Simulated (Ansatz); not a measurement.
## Is this Al2GaP3 structure a true minimum?

It was reached by relaxing an invented guess, and it needn't be the stable form of this composition.

Computed with DFT PBE, scalar-relativistic, plane waves, PAW in Ansatz 0.2.0. Plane waves to 420 eV, a k mesh through Γ of 6×6×4 on the computed 12-atom cell and Gaussian smearing (0.02 eV); no spin polarisation.

The cell below (12 atoms, space group P31m (No. 157)) is relaxed within its symmetry.

```
CELL_PARAMETERS angstrom
6.73059 0.00000 0.00000
-3.36529 5.82886 0.00000
0.00000 0.00000 6.38872
ATOMIC_POSITIONS crystal
Al 0.00000 0.00000 0.00039
Al 0.66674 0.66674 0.49968
Al 0.33326 0.00000 0.49968
Al 0.00000 0.33326 0.49968
Ga 0.33333 0.66667 0.00095
Ga 0.66667 0.33333 0.00095
P 0.33333 0.66667 0.37584
P 0.00000 0.00000 0.37447
P 0.66667 0.33333 0.37584
P 0.66708 0.66708 0.87417
P 0.33292 0.00000 0.87417
P 0.00000 0.33292 0.87417
```

For the test it was strained at random (σ = 1.5 % a component), the atoms were moved at random (σ = 0.10 Å), and all was relaxed again on a coarse 2×3×3 mesh (in the run’s order of axes) with 0.10 eV smearing, with no symmetry imposed.

Task: Does it come back?

Result: It returns, within 1 meV/atom of the unmoved cell on that mesh and with the same symmetry when read at 0.1 Å. No instability shows in this cell; modes of other wave vectors, which need another repeat, aren't tested.
